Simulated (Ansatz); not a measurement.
**One compound in many structure types**

A comparison from first-principles data. Relaxing one composition in several structure types shows which are competitive, which pressure would favour, and how volume and gap change with structure.

PtGe, Pnma oP8 serves as the reference. The reference is the lowest phase computed, which need not be the stable form in nature.

Methods, by column (Ansatz, a plane-wave PAW program): energy: PBE, total energy at 0 K with the change to a 700 eV cutoff added (comparable within one formula alone); volume per atom: PBE, relaxed cell; gap: PBE; bulk modulus: PBE, equation-of-state fit.

Model: ΔE = E − E_ref; ΔV = V − V_ref; temperature scale ΔE/k_B = 11.605 K/meV × ΔE.

| crystal | E (eV/atom) | V (Å³/atom) | gap (eV) | B₀ (GPa) | ΔE (meV/atom) | ΔV (Å³/atom) | ΔE/k_B (K) |
|---|---|---|---|---|---|---|---|
| PtGe, Pnma oP8, reference | −8409.467 | 16.87 | 0.00 | – | 0.0 | 0.00 | 0 |
| PtGe, CoSn type, P6/mmm | −8409.119 | 18.78 | 0.00 | 127 | 348.0 | 1.91 | 4000 |
| PtGe, WC type, P-6m2 | −8409.229 | 17.75 | 0.00 | – | 238.0 | 0.88 | 2800 |
| PtGe, CsCl type | −8409.123 | 16.22 | 0.00 | 145 | 344.0 | −0.65 | 4000 |
| PtGe, NbAs type, I4₁md | −8409.222 | 17.39 | 0.00 | 133 | 245.0 | 0.52 | 2800 |

Model phases, started by placing the elements on a structure type or from a typed cell, with no claim that they are known: PtGe, CoSn type, P6/mmm; PtGe, WC type, P-6m2; PtGe, CsCl type; PtGe, NbAs type, I4₁md. No gap (0.00) means none at this level, which can close a small real gap. Spin–orbit coupling is left out unless named.

For PtGe, NbAs type, I4₁md, step by step:

ΔE = 1000 × (−8409.222 − (−8409.467)) = 245.0 meV/atom; ΔV = 17.39 − 16.87 = 0.52 Å³/atom; ΔE/k_B: 11.605 × 245.0 = 2800 K.

By ΔE (lowest first): PtGe, Pnma oP8 (0.0 ± 5.0), PtGe, WC type, P-6m2 (238.0 ± 5.0) ≈ PtGe, NbAs type, I4₁md (245.0 ± 5.0), PtGe, CsCl type (344.0 ± 5.0) ≈ PtGe, CoSn type, P6/mmm (348.0 ± 5.0). The ± follows from allowances picked for this note (energy 0.004 eV/atom, 3 meV/atom on the figure itself), carried to first order and added in quadrature, each row's own inputs moving alone; ≈ joins neighbours closer than their two ± added in quadrature. At the edge of that rule, so that a last digit could turn the call: PtGe, NbAs type, I4₁md and PtGe, WC type, P-6m2.

Denser than the reference, so favoured by pressure; with fixed volumes the enthalpies cross at P ≈ 0.1602 ΔE/|ΔV|: PtGe, CsCl type 0.1602 × 344.0/0.65 = 85 GPa. Each is against the reference alone, so another phase may come first, and differences in compressibility move them.

Vibrational free energy is left out, and phases that were not computed could lie lower. Rows are a sample of the computed phases of this formula. Limits of the draw: a spread of over 30 meV/atom, none over 0.9 eV/atom above the reference, within 8 meV/atom of the lowest or within 3 meV/atom of a neighbour. As a rule kept out of such tables: 4f compounds, open-shell compounds run without a Hubbard term, cells found unstable in the tests at hand, cells close to a higher symmetry, and runs set to a pressure or over 12 % in volume from the crystal's fullest run. A dash marks a value that is not given here.
